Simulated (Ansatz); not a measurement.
## ReP2: all-electron results

```
Re P
1.0
     0.00000    2.87279    2.87279
     2.87279    0.00000    2.87279
     2.87279    2.87279    0.00000
Re P
1 2
Direct
  0.00000 0.00000 0.00000
  0.25000 0.25000 0.25000
  0.75000 0.75000 0.75000
```

Atom numbers follow the list: Re1, P2, P3.

The structure comes from a relaxation in the same program, started in the fluorite type, and has space group Fm-3m. Whether it is a known phase or the ground state wasn't checked.

Spin polarisation is left out, and whether a magnetic state lies lower isn't shown here.

No spin–orbit coupling, which matters for the heavy atoms here.

All numbers are computed: DFT, PBE, all-electron LAPW, scalar-relativistic (Ansatz 0.2.0); DFT, PBE, PAW with Ansatz's default frozen-core files, scalar-relativistic (Ansatz 0.2.0).

For LAPW: a Γ-centred 11×11×11 k mesh, Fermi–Dirac smearing of 0.03 eV, basis error target 0.5 meV/atom, no spin polarisation. PAW takes a cutoff of 420 eV at this cell. The Ansatz runs share mesh, smearing and spin set-up. Values come from LAPW unless marked.

| Item | Value |
| --- | --- |
| Band gap | none: with an odd electron count and no spin polarisation the bands can't all be full, a metal in this set-up (spin order or a larger cell could open a gap) |
| Density of states at the Fermi level (0.2 eV bin) | 2.52 states/eV per cell |
| Löwdin charges (with 0.30 e of the cell spilling out of the atomic basis, so their sizes and signs hang on that basis) | Re1 0.14, P2 0.08 e |
| Bader charges (from the PAW run) | Re1 +0.40, P2 -0.20 e |
| Volume per atom | 15.81 Å³ |
| Pressure at this cell | 0.2 kbar |
